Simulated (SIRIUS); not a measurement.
Band structure of Cu (I4/mmm, 1 atom in the cell; from Materials Project mp-1010136).

```yaml
crystal:
  lattice:
    - [-1.45073, 1.45073, 1.36224]
    - [1.45073, -1.45073, 1.36224]
    - [1.45073, 1.45073, -1.36224]
  atoms:
    - { symbol: Cu, position: [0.00000, 0.00000, 0.00000] }
```

Computed with PBEsol, GBRV PBEsol ultrasoft pseudopotentials (plane waves; SIRIUS).

Settings: parameters.ngridk = 13 13 13; parameters.xc_functionals = [XC_GGA_X_PBE_SOL, XC_GGA_C_PBE_SOL]; parameters.gk_cutoff = 6.325 1/bohr; parameters.pw_cutoff = 14.143 1/bohr; parameters.shiftk = 1 1 1; parameters.smearing = gaussian; parameters.smearing_width = 0.00183747 Ha; potentials = GBRV PBEsol ultrasoft pseudopotentials; parameters.electronic_structure_method = pseudopotential; parameters.num_bands = 14; parameters.num_mag_dims = 0; parameters.num_dft_iter = 100; parameters.energy_tol = 1e-07 Ha; parameters.density_tol = 1e-06.

The structure comes from a collection of computed structures, made at another level of theory; the collection holds predicted forms beside known ones. No clean gap shows at this smearing width and mesh (spacing up to 0.24 Å⁻¹); the mesh is coarse for partly filled bands, so the values carry mesh errors.

Points are given in units of this cell's reciprocal vectors. Levels in eV from the Fermi level, bands 6 to 13:
```csv
point,6,7,8,9,10,11,12,13
Γ (0 0 0),-3.38,-3.11,-3.11,-2.29,-2.02,24.58,24.58,26.71
X (0 0 0.5),-3.74,-2.37,-2.10,-1.38,-1.10,4.03,18.79,19.08
M (-0.5 0.5 0.5),-4.81,-1.55,-1.55,-1.49,7.40,7.40,9.86,13.25
Z (0.47 0.47 -0.47),-4.78,-1.60,-1.60,-1.51,7.53,7.53,9.14,13.28
P (0.25 0.25 0.25),-3.97,-3.85,-2.06,-1.93,6.29,6.73,6.73,7.77
N (0 0.5 0),-4.07,-2.17,-1.89,-1.35,-0.61,4.73,17.11,17.18
Z1 (-0.47 0.53 0.47),-4.78,-1.60,-1.60,-1.51,7.53,7.53,9.14,13.28
```

1 band crosses the Fermi level along this path, so the cell has no gap at this level.

The Fermi level comes from the SCF mesh, which can miss band crossings, so its place against them is uncertain.
